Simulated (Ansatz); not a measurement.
Computed with Ansatz 0.2.0, DFT PBE, scalar-relativistic, plane waves, PAW. Cutoff 420 eV, Γ-centred meshes of about 0.25 Å⁻¹ or finer for metals and 0.3 Å⁻¹ for insulators (2π included), Gaussian smearing. No spin polarisation.

A search over trial structures of TiSi6Mo gave this relaxed cell.

```xyz
8
Lattice="8.6970 -1.7167 0.0000 8.6970 1.7167 0.0000 -0.0310 0.0000 3.9317" Properties=species:S:1:pos:R:3 pbc="T T T"
Ti   16.0559    0.0000    0.0055
Si    5.3826    0.0000    3.7424
Si    3.0286    0.0000    0.0546
Si   11.9238    0.0000    2.2259
Si   14.2433    0.0000    1.8937
Si    9.4726    0.0000    3.9174
Si    7.9636    0.0000    1.9688
Mo    1.3811    0.0000    1.9185
```

Question: Is it a true minimum?

Answer: As far as tested, yes. The phonons at Γ show no imaginary mode. (Phonon run: 10×10×8 k mesh, Gaussian smearing of 0.10 eV.) After random moves of the atoms it relaxes back. Other q points weren't tested. The optical modes at Γ run from 93 to 456 cm⁻¹. Ti has 10 Si at 2.60–2.75 Å and 2 Mo at 3.32–3.41 Å; Si on its first site has 3 Si at 2.40–2.53 Å, 2 Ti at 2.60 Å and 2 Si at 2.70 Å; Si on its second site has 3 Si at 2.40–2.47 Å, 2 Mo at 2.49–2.62 Å and 4 Si at 2.78–2.81 Å; Mo has 10 Si at 2.49–2.72 Å and 2 Ti at 3.32–3.41 Å; 4 more sites not described.

Phonons of metals hang on the k mesh and the smearing.
